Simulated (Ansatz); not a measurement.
Al₅TeO₄: relaxation step by step

The cell of Al₅TeO₄ is invented: close-packed anion layers stacked ABACB, with sites between them filled layer by layer (P-3m1, No. 164) (elements of the layers in order: O O O Te O). Lengths were set from tabulated atomic sizes, so they are only a guess.

```cif
data_structure
_symmetry_space_group_name_H-M 'P 1'
_symmetry_Int_Tables_number 1
_cell_length_a 3.2618
_cell_length_b 3.2618
_cell_length_c 13.2378
_cell_angle_alpha 90.000
_cell_angle_beta 90.000
_cell_angle_gamma 120.000
_cell_volume 121.97
loop_
_atom_site_label
_atom_site_type_symbol
_atom_site_fract_x
_atom_site_fract_y
_atom_site_fract_z
_atom_site_occupancy
Al1 Al 0.00000 0.00000 0.00000 1
Al2 Al 0.00000 0.00000 0.15870 1
Al3 Al 0.66667 0.33333 0.31739 1
Al4 Al 0.33333 0.66667 0.68261 1
Al5 Al 0.00000 0.00000 0.84130 1
Te1 Te 0.00000 0.00000 0.50000 1
O1 O 0.33333 0.66667 0.92065 1
O2 O 0.66667 0.33333 0.07935 1
O3 O 0.33333 0.66667 0.23805 1
O4 O 0.66667 0.33333 0.76195 1
```

Computed with Ansatz, DFT PBE, scalar-relativistic, plane waves, PAW. Cutoff 420 eV, Gaussian smearing, Γ-centred meshes. Cell and atoms relax first on a coarse mesh and then on a finer one. In between, the cell is made exact in the group found at 0.06 Å. In metals the finer mesh still leaves noise of several meV/atom or more. The steps can't lower the symmetry of their start. No spin polarisation.

Steps on the 6×6×2 mesh (10 atoms, 19 steps). The free energy counts from the last step; some steps are skipped; the plane-wave basis is renewed at times, which shifts energy and pressure.

```tsv
step	ΔF (meV/atom)	V (Å³/atom)	P (GPa)	largest force component (eV/Å)
1	896.9	12.20	21.10	5.179
2	680.3	12.81	8.99	2.398
4	321.7	13.33	-1.18	1.810
5	170.0	13.18	0.73	1.164
7	82.1	13.50	-2.54	0.440
8	72.3	13.31	-1.29	0.191
9	68.4	13.02	1.35	0.273
11	67.0	13.17	-0.09	0.057
12	66.6	13.15	0.10	0.014
13	18.2	13.15	3.59	0.018
15	3.4	13.82	-0.27	0.105
16	3.2	13.82	-0.06	0.019
18	0.2	13.87	-0.04	0.011
19	0.0	13.87	-0.04	0.011
```

The relaxed structure, after a last relaxation on the converged mesh:

Space group P-3m1 (No. 164). a = 3.048 Å, b = 3.048 Å, c = 17.473 Å, α = 90.00°, β = 90.00°, γ = 120.00°
```
atom  site  symmetry       x       y       z
  Al    1a      -3m.  0.0000  0.0000  0.0000
  Al    2c       3m.  0.0000  0.0000  0.1763
  Al    2d       3m.  0.6667  0.3333  0.3418
  Te    1b      -3m.  0.0000  0.0000  0.5000
   O    2d       3m.  0.3333  0.6667  0.9438
   O    2d       3m.  0.3333  0.6667  0.1771
```

The symmetry stays P-3m1 (No. 164). The volume per atom grows by 15.2 %, from 12.2 to 14.1 Å³. The shortest distance goes from 2.10 Å (Al–Al) to 1.76 Å (Al–O). The ratio c/a of the conventional cell changes by a factor of 1.41. The energy falls by about 0.90 eV/atom (the start's value is from the coarse mesh). Al on a site of symmetry -3m is surrounded by 6 O at 2.01 Å; Te has 6 Te at 3.05 Å and 6 Al at 3.28 Å; O on its first site has 3 Al at 2.01 Å; 3 more sites not described.

```
Volume per atom                             : 14.1 Å³
Density                                     : 3.9 g/cm³
Formation energy                            : −1.44 eV/atom
Gap on the 12×12×4 mesh of the 10-atom cell : 0 eV (a metal)
```

Formation energies are uncorrected and refer to the elements' standard structures at the same level (O₂ as a molecule).

The last run used Gaussian smearing of 0.10 eV. Weakly bound directions are ill-defined at this level, which has no dispersion term. Spin–orbit coupling, which can matter for Te, is left out. An odd number of electrons in the primitive cell allows no gap without spin; a larger cell or a magnetic state could open one. The cell is a metal run without spin; a magnetic state may lie lower. The reference form of Te is held partly by dispersion forces, which this level lacks. A structure relaxed within its symmetry needn't be a true minimum. In all, the 3 runs took 5.8 min on 1 thread of Intel(R) Xeon(R) Processor @ 2.70GHz, on a shared host.
